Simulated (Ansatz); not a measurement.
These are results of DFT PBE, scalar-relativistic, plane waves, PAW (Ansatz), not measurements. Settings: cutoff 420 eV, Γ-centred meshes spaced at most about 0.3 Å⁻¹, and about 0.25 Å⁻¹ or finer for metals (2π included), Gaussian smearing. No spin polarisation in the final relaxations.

Each of these unrelaxed guesses is relaxed in cell and atoms within its symmetry. A guess keeps its type if space group and coordination stay and the shape of the cell changes little (axis ratios within about 15 %, angles within 6°); the volume may change.

1. SnGe4

```
Sn Ge
1.0
     0.00000    2.60473   10.04882
     2.00976    0.00000   10.04882
     2.00976    2.60473    0.00000
Sn Ge
1 4
Direct
  0.50000 0.50000 0.50000
  0.90000 0.90000 0.10000
  0.30000 0.30000 0.70000
  0.70000 0.70000 0.30000
  0.10000 0.10000 0.90000
```

2. HfF5

```
Hf F
1.0
     3.77259    0.00000    0.00000
     0.00000    4.05676    0.00000
     0.00000    0.00000    5.04254
Hf F
1 5
Cartesian
  0.0000 2.0284 2.5213
  0.0000 2.0284 0.5532
  0.0000 2.0284 4.4894
  1.8863 2.0284 2.5213
  0.0000 0.0000 0.9187
  0.0000 0.0000 4.1238
```

3. Mo4W

```
Mo W
1.0
    -3.68192    3.68192    1.64660
     3.68192   -3.68192    1.64660
     3.68192    3.68192   -1.64660
Mo W
4 1
Direct
  0.40000 0.20000 0.60000
  0.80000 0.40000 0.20000
  0.20000 0.60000 0.80000
  0.60000 0.80000 0.40000
  0.00000 0.00000 0.00000
```

Problem. Which guesses survive the relaxation?

Solution. Guess 3 keeps its type.

```csv
guess,kept,start group,end group,V start (Å³/atom),V end,"b/a and c/a, end over start",nearest neighbours start,nearest neighbours end
1,no,Fmmm,I4/mmm,21.0,21.0,-,"Ge 4, Sn 4","Ge 8, Sn 12"
2,no,Pmmm,Pmmm,12.9,20.1,"0.97, 1.38","F 1/2/3, Hf 4","F 2/3/5, Hf 8"
3,yes,I4/m,I4/m,17.9,15.9,"1.00, 1.00","Mo 8, W 8","Mo 8, W 8"
```

Neighbours count within 15 % of an atom's shortest distance; end groups are read at 0.02 Å (0.05 Å in metals).

No dispersion correction is applied, so the spacing and binding between layers, chains or molecules are poorly described (HfF5 Pmmm). Spin–orbit coupling, which can matter for Hf and W, is left out. In HfF5 Pmmm an odd number of electrons in the primitive cell allows no gap without spin; a larger cell or a magnetic state could open one. A magnetic state wasn't ruled out in cells without spin, among them HfF5 Pmmm. Cells relaxed within their symmetry can be saddle points.

In counts of neighbours, a slash parts the counts of unlike sites.
